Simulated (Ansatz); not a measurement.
Zn₂AsP₃ on the sites of Ca2ZnGa3 (No. 8): a relaxation of cell and atoms in the PAW code Ansatz (r2SCAN+rVV10). The starting cell comes from a relaxation with PBEsol.

```yaml
crystal:
  lattice:
    - [5.0986915502, -2.264341159, -0.7091979289]
    - [5.0986915502, 2.264341159, -0.7091979289]
    - [-5.5914322112, 0.0, 5.0736717766]
  atoms:
    - { symbol: Zn, position: [0.6456091, 0.6456091, 0.8787956613] }
    - { symbol: Zn, position: [0.3799042215, 0.3799042215, 0.1447529309] }
    - { symbol: As, position: [0.1772083316, 0.1772083316, 0.6264551757] }
    - { symbol: P, position: [0.715938164, 0.715938164, 0.3265046589] }
    - { symbol: P, position: [0.8454583331, 0.8454583331, 0.7490782333] }
    - { symbol: P, position: [0.2358818598, 0.2358818598, 0.27441334] }
kpoints:
  mp_grid: { grid: [6, 6, 6] }
hamiltonian:
  xc: r2scan
  dispersion: rvv10
scf:
  occupations: { method: fermi_dirac, width: 0.03 }
relax:
  f_tol: 0.01
  cell: {}
  max_steps: 120
```

The trajectory has 9 recorded frames, each with positions in Å and forces in eV/Å. The last, and any step after a large change of cell, is solved on a basis re-selected at its cell; pressure is positive in compression.

Step 1: energy 0.0 meV/atom from step 1, largest force component 0.261 eV/Å, pressure +1.30 GPa
```xyz
6
Lattice="5.0987 -2.2643 -0.7092 5.0987 2.2643 -0.7092 -5.5914 0.0000 5.0737" Properties=species:S:1:pos:R:3:forces:R:3 pbc="T T T"
Zn    1.6698    0.0000    3.5430    0.0083    0.0000   -0.0101
Zn    3.0647    0.0000    0.1956   -0.0192    0.0000   -0.0768
As   -1.6957    0.0000    2.9271    0.0127    0.0000    0.2609
P     5.4751    0.0000    0.6411   -0.0406    0.0000    0.0804
P     4.4330    0.0000    2.6014   -0.0275    0.0000   -0.1221
P     0.8710    0.0000    1.0577    0.0663    0.0000   -0.1322
```

Step 2: energy -4.1 meV/atom from step 1, largest force component 0.088 eV/Å, pressure +0.19 GPa
```xyz
6
Lattice="5.1494 -2.2703 -0.7272 5.1494 2.2703 -0.7272 -5.6564 0.0000 5.1349" Properties=species:S:1:pos:R:3:forces:R:3 pbc="T T T"
Zn    1.6770    0.0000    3.5539    0.0092    0.0000   -0.0271
Zn    3.0854    0.0000    0.1998   -0.0508    0.0000   -0.0439
As   -1.7058    0.0000    3.0243   -0.0059    0.0000    0.0756
P     5.5128    0.0000    0.6290   -0.0321    0.0000    0.0878
P     4.4789    0.0000    2.5970    0.0225    0.0000   -0.0152
P     0.8786    0.0000    1.0374    0.0572    0.0000   -0.0772
```

Step 3: energy -5.0 meV/atom from step 1, largest force component 0.050 eV/Å, pressure -0.12 GPa
```xyz
6
Lattice="5.1478 -2.2703 -0.7325 5.1478 2.2703 -0.7325 -5.6538 0.0000 5.1794" Properties=species:S:1:pos:R:3:forces:R:3 pbc="T T T"
Zn    1.6754    0.0000    3.5612    0.0025    0.0000   -0.0218
Zn    3.0800    0.0000    0.1993   -0.0185    0.0000   -0.0106
As   -1.7019    0.0000    3.0841   -0.0243    0.0000   -0.0074
P     5.5081    0.0000    0.6479   -0.0146    0.0000    0.0406
P     4.4850    0.0000    2.6201    0.0277    0.0000    0.0497
P     0.8791    0.0000    1.0307    0.0272    0.0000   -0.0505
```

Step 4: energy -5.5 meV/atom from step 1, largest force component 0.065 eV/Å, pressure -0.12 GPa
```xyz
6
Lattice="5.1223 -2.2676 -0.7283 5.1223 2.2676 -0.7283 -5.6164 0.0000 5.2163" Properties=species:S:1:pos:R:3:forces:R:3 pbc="T T T"
Zn    1.6718    0.0000    3.5691   -0.0135    0.0000   -0.0031
Zn    3.0672    0.0000    0.2010    0.0369    0.0000    0.0168
As   -1.6931    0.0000    3.1283   -0.0244    0.0000   -0.0352
P     5.4859    0.0000    0.6877   -0.0031    0.0000   -0.0301
P     4.4742    0.0000    2.6648    0.0252    0.0000    0.0648
P     0.8783    0.0000    1.0283   -0.0211    0.0000   -0.0134
```

Step 5: energy -5.7 meV/atom from step 1, largest force component 0.051 eV/Å, pressure -0.05 GPa
```xyz
6
Lattice="5.0964 -2.2692 -0.7252 5.0964 2.2692 -0.7252 -5.5838 0.0000 5.2246" Properties=species:S:1:pos:R:3:forces:R:3 pbc="T T T"
Zn    1.6572    0.0000    3.5744   -0.0107    0.0000    0.0089
Zn    3.0572    0.0000    0.2030    0.0295    0.0000    0.0128
As   -1.6834    0.0000    3.1347   -0.0262    0.0000   -0.0157
P     5.4647    0.0000    0.6987    0.0026    0.0000   -0.0384
P     4.4600    0.0000    2.6805   -0.0081    0.0000    0.0507
P     0.8711    0.0000    1.0311    0.0129    0.0000   -0.0183
```

Step 6: energy -5.8 meV/atom from step 1, largest force component 0.032 eV/Å, pressure +0.10 GPa
```xyz
6
Lattice="5.0815 -2.2674 -0.7279 5.0815 2.2674 -0.7279 -5.5695 0.0000 5.2293" Properties=species:S:1:pos:R:3:forces:R:3 pbc="T T T"
Zn    1.6386    0.0000    3.5799   -0.0137    0.0000    0.0107
Zn    3.0594    0.0000    0.2018    0.0139    0.0000   -0.0018
As   -1.6916    0.0000    3.1302    0.0053    0.0000    0.0054
P     5.4532    0.0000    0.6988    0.0263    0.0000   -0.0226
P     4.4447    0.0000    2.6827    0.0002    0.0000    0.0204
P     0.8761    0.0000    1.0274   -0.0321    0.0000   -0.0121
```

Step 7: energy -5.9 meV/atom from step 1, largest force component 0.016 eV/Å, pressure +0.04 GPa
```xyz
6
Lattice="5.0820 -2.2680 -0.7273 5.0820 2.2680 -0.7273 -5.5696 0.0000 5.2287" Properties=species:S:1:pos:R:3:forces:R:3 pbc="T T T"
Zn    1.6262    0.0000    3.5865   -0.0047    0.0000    0.0052
Zn    3.0644    0.0000    0.2030    0.0005    0.0000   -0.0049
As   -1.6902    0.0000    3.1290   -0.0004    0.0000    0.0071
P     5.4588    0.0000    0.6970    0.0155    0.0000   -0.0057
P     4.4477    0.0000    2.6820   -0.0049    0.0000    0.0102
P     0.8766    0.0000    1.0248   -0.0061    0.0000   -0.0119
```

Step 8: energy -5.9 meV/atom from step 1, largest force component 0.003 eV/Å, pressure -0.01 GPa
```xyz
6
Lattice="5.0813 -2.2675 -0.7267 5.0813 2.2675 -0.7267 -5.5676 0.0000 5.2323" Properties=species:S:1:pos:R:3:forces:R:3 pbc="T T T"
Zn    1.6138    0.0000    3.5942   -0.0002    0.0000   -0.0001
Zn    3.0691    0.0000    0.2037    0.0007    0.0000    0.0001
As   -1.6903    0.0000    3.1330    0.0013    0.0000   -0.0033
P     5.4643    0.0000    0.7000    0.0003    0.0000    0.0033
P     4.4490    0.0000    2.6856   -0.0017    0.0000   -0.0010
P     0.8787    0.0000    1.0204   -0.0005    0.0000    0.0010
```

Step 9: energy -6.0 meV/atom from step 1, largest force component 0.003 eV/Å, pressure -0.01 GPa
```xyz
6
Lattice="5.0813 -2.2675 -0.7267 5.0813 2.2675 -0.7267 -5.5676 0.0000 5.2323" Properties=species:S:1:pos:R:3:forces:R:3 pbc="T T T"
Zn    1.6138    0.0000    3.5942   -0.0003    0.0000   -0.0001
Zn    3.0691    0.0000    0.2037    0.0007    0.0000    0.0002
As   -1.6903    0.0000    3.1330    0.0013    0.0000   -0.0034
P     5.4643    0.0000    0.7000    0.0003    0.0000    0.0033
P     4.4490    0.0000    2.6856   -0.0017    0.0000   -0.0010
P     0.8787    0.0000    1.0204   -0.0005    0.0000    0.0009
```

In 8 steps the volume changed by +3.1 %; between the first SCF and the last, each on a basis chosen for its cell, the energy fell by 6.0 meV an atom. At the end: it is monoclinic, Cm (No. 8); conventional cell a = 9.064 Å, b = 4.535 Å, c = 5.949 Å, β = 123.3°, 17.04 Å³ an atom. Zn is surrounded by 7 P at 2.68–3.22 Å and 2 Zn at 2.71 Å and 2 As at 3.12 Å; Zn is surrounded by 3 P at 2.34–2.84 Å and 3 As at 2.44–3.18 Å and 2 Zn at 2.71 Å; As is surrounded by 5 Zn at 2.44–3.18 Å and 2 P at 2.52 Å; P is surrounded by 3 P at 2.23–2.36 Å and 2 Zn at 2.45–2.90 Å; P is surrounded by 2 P at 2.23–2.35 Å and 2 As at 2.52 Å and 4 Zn at 2.84–3.20 Å; P is surrounded by 4 Zn at 2.34–3.22 Å and 3 P at 2.35–2.36 Å.

Run as `ansatz run input.yaml --threads 2 --pin off --max-ram 29491MiB --backend cpu --events-out ev --progress --plain --runs-dir out`.

**Question.** It ran on 2 threads of AMD EPYC 7R13 Processor (Zen 3), with other jobs on the host, load about 2.1 per core. About how long did it take, and what peak of host memory did it reach?

**Answer.** About 5 min, with a peak of 1.3 GiB.

The cell comes from a prototype generator: it can be a known phase or a hypothetical one. Spin polarisation is off.

Where bands overlap the cell is a metal at that level, and these k meshes limit energies, forces and stress. Overlaps of a few tenths of an eV in semilocal functionals can be an artefact that a hybrid or GW lifts.
